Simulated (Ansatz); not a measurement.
MgZnO₂:
```cif
data_MgO2Zn
_chemical_formula_sum 'Mg1 Zn1 O2'
_space_group_name_H-M_alt 'P 1'
_space_group_IT_number 1
_cell_length_a 5.16958
_cell_length_b 5.16958
_cell_length_c 5.16958
_cell_angle_alpha 33.802
_cell_angle_beta 33.802
_cell_angle_gamma 33.802
loop_
_space_group_symop_operation_xyz
  'x, y, z'
loop_
_atom_site_label
_atom_site_type_symbol
_atom_site_fract_x
_atom_site_fract_y
_atom_site_fract_z
_atom_site_occupancy
Mg1 Mg 0.00000 0.00000 0.00000 1
Zn1 Zn 0.50000 0.50000 0.50000 1
O1 O 0.25208 0.25208 0.25208 1
O2 O 0.74792 0.74792 0.74792 1
```

Relaxed with PBEsol.

Give the optical modes at the zone centre with their infrared activity from DFPT, DFT-PBEsol in the program Ansatz with PAW potentials.

Transverse frequencies, without the LO–TO term; a row sums one degenerate level.

| ω (cm⁻¹) | degeneracy | IR ((D/Å)²/amu) | activity | symmetry |
|---|---|---|---|---|
| 162 | 2 | 5.44 | IR | Eu |
| 293 | 2 | 0.00 | IR-inactive | Eg |
| 294 | 1 | 14.38 | IR | A2u |
| 347 | 2 | 33.99 | IR | Eu |
| 424 | 1 | 5.54 | IR | A2u |
| 533 | 1 | 0.00 | IR-inactive | A1g |

How high does the top mode go among those that the LO–TO term moves?

615 cm⁻¹ for q along x, 615 cm⁻¹ for q along y, 628 cm⁻¹ for q along z.

Space group R-3m. The first step of the workflow began from a Materials Project structure, measured or hypothetical; the Crystallography Open Database copy checked does not list it. With Mg and Zn taken as one species the cell has the higher symmetry Fm-3m, so it may be an ordered model of a mixed-site phase. Its standing as an ambient phase is unchecked. Symmetry was held in the PBEsol relaxation; of distortions, only those at the zone centre were tested.

Potentials: the later of the program's two PAW sets.
